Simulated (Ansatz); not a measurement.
MnF₂ (rutile), relaxed and computed with several functionals in Ansatz (plane waves, PAW). Much of their spread follows the volume that each gives.

```tsv
functional	V (Å³/atom)	B₀ by P(V) fit (GPa)
PBE	13.49	81.2
HSE06	13.25	87.8
PBEsol	12.85	91.5
r²SCAN	13.01	?
```

**Question.** Fit a straight line to ln B₀ against ln V and predict the withheld value.

**Answer.** Least squares on the 3 shown rows: ln B₀ = -2.34 × ln V + (10.499), with a scatter of 2 %. For r²SCAN this gives 89.6. The run itself gave 95.2, outside the scatter: the line misses something about this case.

Spin orders computed, not proven ground states: MnF2, rutile with PBE antiferromagnetic; MnF2, rutile with HSE06 antiferromagnetic; MnF2, rutile with PBEsol antiferromagnetic; MnF2, rutile with r²SCAN antiferromagnetic. All cells were relaxed under the symmetry of their starts (and spin orders); stability against distortions was not tested throughout. No Hubbard U is applied.

Potentials: the later of the program's two PAW sets.

Ansatz (a quantum-chemistry and plane-wave program) is a plane-wave DFT program.
